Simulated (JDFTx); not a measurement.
An input for JDFTx (a modified build) (C3H9Bi (SMILES [CH3][Bi]([CH3])[CH3]), charge 0, multiplicity 1; bohr, hartree):

```
lattice \
  19.3696927774 0.0000000000 0.0000000000 \
  0.0000000000 18.8972612463 0.0000000000 \
  0.0000000000 0.0000000000 14.1729459347
coords-type Cartesian
ion Bi 0.1648138735 0.2952379678 2.1823929961 0
ion C 2.8543125140 2.6208330908 -0.2101849148 0
ion H 2.6205799781 4.6108927382 0.1982042510 0
ion H 2.4434247481 2.2872667088 -2.1820978644 0
ion H 4.7877607812 2.0775980035 0.1749127963 0
ion C 0.8357206647 -3.1962887822 -0.2104486896 0
ion H 0.7257851154 -2.6786452221 -2.1823929961 0
ion H -0.5845656636 -4.6108927382 0.1939956248 0
ion H 2.6875600128 -3.9712221795 0.1794205771 0
ion C -3.1943907605 1.4599671215 -0.2101641402 0
ion H -2.6870565789 1.3073873489 -2.1819489724 0
ion H -3.7173604465 3.3934655983 0.2020441311 0
ion H -4.7877607812 0.2361585443 0.1707854545 0
ion-species pseudo/bi_pbe_v1.upf
ion-species pseudo/c_pbe_v1.2.upf
ion-species pseudo/h_pbe_v1.4.upf
core-overlap-check none
elec-cutoff 20 100
elec-ex-corr gga-PBE
symmetries none
coulomb-interaction Isolated
coulomb-truncation-embed 0 0 0
elec-n-bands 18
electronic-minimize nIterations 150 energyDiffThreshold 1e-7
dump-name s0.$VAR
dump End State Ecomponents EigStats BandEigs Forces ElecDensity IonicPositions
```

**Question.** What happens when this is run, and what should be changed?

**Answer.** It stops during set-up with
```
Atom 1 lies within the margin of 5 bohrs from the truncation boundary.
Expand unit cell, or if absolutely sure, reduce coulomb-truncation-ion-margin.
Failed.
```
The box is too small for the truncated Coulomb interaction: enlarge the cell, or lower coulomb-truncation-ion-margin if the density is known to be confined.
